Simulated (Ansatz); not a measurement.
**SrAuSi$_{3}$: pressure against volume**

SrAuSi$_{3}$, I4mm, a = 4.405 Å, c = 9.804 Å. The structure is a Materials Project entry; whether it is the stable form wasn't checked. Ansatz: PBEsol, PAW, 420 eV, Γ-centred 12×12×12 mesh on 5 atoms, Gaussian smearing 0.10 eV; no spin polarisation. Shape and atoms are relaxed at each volume; pressure is positive in compression.

```tsv
V (Å³/atom)	P (GPa)
17.886	6.53
18.457	?
19.028	-0.01
19.598	-2.54
20.169	-4.66
```

**Question.** Take V0 = 19.028 Å³/atom, count pressures from its P0 = -0.01 GPa, fit the third-order Birch–Murnaghan form to the other rows, and predict the missing pressure.

**Answer.** With the Eulerian strain f = ½[(V0/V)^(2/3) − 1] and y = (P − P0)/[3f(1 + 2f)^(5/2)], the form is the line y = B0 + 1.5 B0 (B0′ − 4) f. Rows (f, y): 0.02106, 93.4; -0.00974, 90.9; -0.01904, 89.7. Means f = -0.002573, y = 91.333; Σ(Δf)² = 0.0008810, ΣΔfΔy = 0.07884; the slope is their ratio. y = 91.56 + 89.49 f GPa, so B0 = 91.6 GPa and B0′ = 4 + 2 × (89.49)/(3 × 91.56) = 4.65. At V = 18.457, f = 0.01026, y = 92.48 and P = 2.98 GPa. The run gave 2.98 GPa, the same to the digits shown.

Spin–orbit coupling is left out, which can shift energies with elements as heavy as these.